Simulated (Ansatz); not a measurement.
## Formation energy of HfSi3 (AuCu3-type structure)

Method: PBEsol, scalar-relativistic; no spin polarisation; PAW, 420 eV, Γ-centred 8×8×8 mesh, 0.05 eV Gaussian smearing; code Ansatz. The datasets are Ansatz's generated set soft_2.

This is a trial structure made by placing the elements on a prototype's sites, so it needn't be the stable form.

Symmetry: Pm-3m, No. 221, cubic system. The conventional cell has a = 3.930 Å, b = 3.930 Å, c = 3.930 Å, α = 90.00°, β = 90.00°, γ = 90.00°. Hf (site symmetry m-3m) is surrounded by 12 Si at 2.78 Å. Si (site symmetry 4/mmm) is surrounded by 4 Hf at 2.78 Å and 8 Si at 2.78 Å. (Neighbours are counted to 15 % beyond the shortest distance.)

The elements were computed in their standard states with the same datasets, cutoff and functional. Total energies depend on the potentials used, so only differences within one code and one set of settings carry meaning.

Energy of the relaxed cell (4 atoms, smearing extrapolated to zero): -17463.156 eV. Elements, in eV/atom: Hf -15598.025, Si -621.493.

**Question.** What is the formation energy?

**Answer.** [-17463.156 − (1 × -15598.025 + 3 × -621.493)] / 4 = -0.16 eV/atom, or -16 kJ per mole of atoms.

The value is for 0 K, without zero-point energy. A negative value shows stability against the elements alone, not against other compounds or structures.

Spin–orbit coupling, which matters for such heavy elements, is left out.
